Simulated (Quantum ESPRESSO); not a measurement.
# Kohn-Sham bands of CsBr (CsCl type)

```yaml
crystal:
  lattice:
    - [4.32562, 0.00000, 0.00000]
    - [0.00000, 4.32562, 0.00000]
    - [0.00000, 0.00000, 4.32562]
  atoms:
    - { symbol: Cs, position: [0.00000, 0.00000, 0.00000] }
    - { symbol: Br, position: [0.50000, 0.50000, 0.50000] }
```

Cell from Materials Project (mp-22906), symmetrised, no further relaxation. COD (Crystallography Open Database) has an entry of this formula and space group (matched by these alone). Level: PBEsol, no spin polarisation, no spin-orbit coupling; pw.x of Quantum ESPRESSO at 40 Ry with PseudoDojo potentials, 8×8×8 k-points, Wannier90. Density: 8×8×8 mesh, cold smearing 0.01 Ry. Spin-orbit coupling is left out although heavy elements are present.

**Question.** List the Kohn-Sham levels between −8 and 7.2 eV relative to the valence-band maximum at the high-symmetry points, as a band run of pw.x on that density gives them (levels within 2 meV counted together).

**Answer.** 
```csv
point,k (reciprocal lattice),levels (eV)
Γ,0.000 0.000 0.000,"-6.37 (×3), -0.01 (×3), 4.23, 4.85 (×2)"
X,0.000 0.500 0.000,"-6.74, -6.27 (×2), -1.30, -0.20 (×2), 5.85, 7.08"
M,0.500 0.500 0.000,"-6.93 (×2), -6.21, -0.58 (×2), 0.00, 5.14, 5.37, 7.15 (×2)"
R,0.500 0.500 0.500,"-6.76 (×3), -1.14 (×3)"
```
